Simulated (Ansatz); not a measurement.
Nb$_{2}$O$_{5}$:
```xyz
14
Lattice="3.8221 0.0000 0.0000 0.0000 12.9180 0.0000 0.0000 0.0000 3.9791" Properties=species:S:1:pos:R:3 pbc="T T T"
Nb     0.0000     1.8901     3.7006
Nb     0.0000    11.0279     3.7006
Nb     1.9111     4.5689     0.2785
Nb     1.9111     8.3491     0.2785
O      0.0000     0.0000     3.9264
O      1.9111     6.4590     0.0528
O      0.0000     1.9243     1.9272
O      0.0000    10.9937     1.9272
O      1.9111     4.5347     2.0519
O      1.9111     8.3833     2.0519
O      1.9111     2.3865     3.9555
O      1.9111    10.5315     3.9555
O      0.0000     4.0725     0.0237
O      0.0000     8.8455     0.0237
```

Relaxed with r²SCAN.

Map the electron localisation function on the plane through (0.000, 0.146, 0.930) spanned by u = [0, 1, 0] and v = [0, 0, 1] in lattice vectors, from plane-wave PAW r²SCAN (Ansatz code).

x is the fraction of u, y of v (the angle between them is 90°; rows are the nearest grid lines); atoms in the plane: Nb at (0.00, 0.00), Nb at (0.71, 0.00), O at (0.85, 0.06), O at (0.00, 0.55), O at (0.70, 0.55), O at (0.17, 0.08), O at (0.54, 0.08).
```
|0693598799610000005887971881383785893760|
|3792399998510000004899961893683698982873|
|7881289997400000003699841697882599971787|
|7741158875200000001488720377751388841477|
|4321025542000000000155300134421156520234|
|5442001210000000000012001345432013201345|
|8885100000000000000000004788884000003788|
|8997200000000000000000016998897100005998|
|4798300000000000000000017984798300017984|
|3698200000000000000000016983698300017973|
|6897100000000000000000006996897200016986|
|9996000000000000000000004899996000004899|
|9983001210000000000022001799983001001799|
|8751025542100000000255300478751024300378|
|2210158875200000001488620122210168730112|
|2100389997410000003699850012200589961012|
|8620599998510000004899971157731799982168|
|9951698799610000005877981389961898992499|
|7881696389720000015854981698872884793687|
|2792696389620000015854981883583883693772|
|0693598799610000005887971881383785893760|
```
Scale: ten equal steps from 0.001 (start of '0') to 0.857 (end of '9'), in the order '0123456789'; x runs from 0.000 to 1.00, y from 0.000 (bottom) to 1.00 (top).

The density is the valence pseudo-density with augmentation charge, so density and ELF within about 1 Å of a nucleus are not all-electron values.

Space group Pmmn. The start of the workflow was typed in or built on a structure type; neither database checked (COD, Materials Project) lists it. COD files the formula under space group No. 3, 15, 139. Its standing as an ambient phase is unchecked. The r²SCAN relaxation kept the symmetry of its start; its stability against distortions is not shown here. The workflow began spin-polarised and lost its moments.

Potentials: the earlier of the program's two PAW sets.
